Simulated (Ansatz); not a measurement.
KMgF₃ in the cubic perovskite structure, relaxed with r2SCAN in Ansatz. It is cubic, Pm-3m (No. 221); a = 3.980 Å in the conventional setting, 12.61 Å³ an atom. K has 12 F at 2.81 Å; Mg has 6 F at 1.99 Å; F has 2 Mg at 1.99 Å and 4 K at 2.81 Å.

The axes x, y and z are those of this cell:
```
K Mg F
1.0
     3.98024    0.00000    0.00000
     0.00000    3.98024    0.00000
     0.00000    0.00000    3.98024
K Mg F
1 1 3
Direct
  0.00000 0.00000 0.00000
  0.50000 0.50000 0.50000
  0.50000 0.50000 0.00000
  0.50000 0.00000 0.50000
  0.00000 0.50000 0.50000
```

Unstrained: PBE gives an indirect gap of 7.367 eV, from R to Γ; the least direct gap is 7.688 eV at Γ. r2SCAN gives an indirect gap of 8.303 eV, from R to Γ; the least direct gap is 8.617 eV at Γ. The HSE06 gap is indirect, 9.611 eV (R to Γ), below the direct gap of 9.914 eV at Γ. Meshes: PBE 6×6×6, r2SCAN 6×6×6, HSE06 4×4×4. Strains are changes of length per length, and xy shears are angles. After each strain the atoms were relaxed again with r2SCAN within the symmetry that the strain leaves, so tilts or polar shifts that break it weren't tested; points keep the names that they have in the unstrained zone. The values are computed, spin-unpolarised, and not measurements.

Question: Estimate what uniaxial -0.5 % along z, other directions held does to the gap.

Answer: PBE: the gap goes from 7.367 to 7.404 eV (+0.037 eV). r2SCAN: the gap goes from 8.303 to 8.341 eV (+0.038 eV). HSE06: the gap goes from 9.611 to 9.650 eV (+0.039 eV). The r2SCAN energy rises by 0.2 meV an atom.

Question: Apply xy shear, engineering strain (angle) +1.0 %. How far does the gap move, against the unstrained cell?

Answer: PBE: the gap goes from 7.367 to 7.364 eV (-0.003 eV). r2SCAN: the gap goes from 8.303 to 8.299 eV (-0.004 eV). HSE06: the gap goes from 9.611 to 9.608 eV (-0.003 eV). The r2SCAN energy rises by 0.2 meV an atom.

Question: One strain changed the r2SCAN stress by xx +12.61, yy +12.61, zz +12.61 GPa (compression positive) and the gap by +1.003 eV (PBE), +1.046 eV (r2SCAN), +1.062 eV (HSE06). Which kind of strain was it, and roughly how large?

Answer: Isotropic -4.0 % on every length. The pattern of the stress gives the kind; the size needs the stiffness, so it is an estimate.

Question: Apply isotropic -2.5 % on every length. How far does the gap move, against the unstrained cell?

Answer: PBE: the gap goes from 7.367 to 7.971 eV (+0.604 eV). r2SCAN: the gap goes from 8.303 to 8.932 eV (+0.629 eV). HSE06: the gap goes from 9.611 to 10.251 eV (+0.640 eV). The r2SCAN energy rises by 19.1 meV an atom.

The meshes of the hybrids are coarse, so their gaps aren't converged to the digits shown.
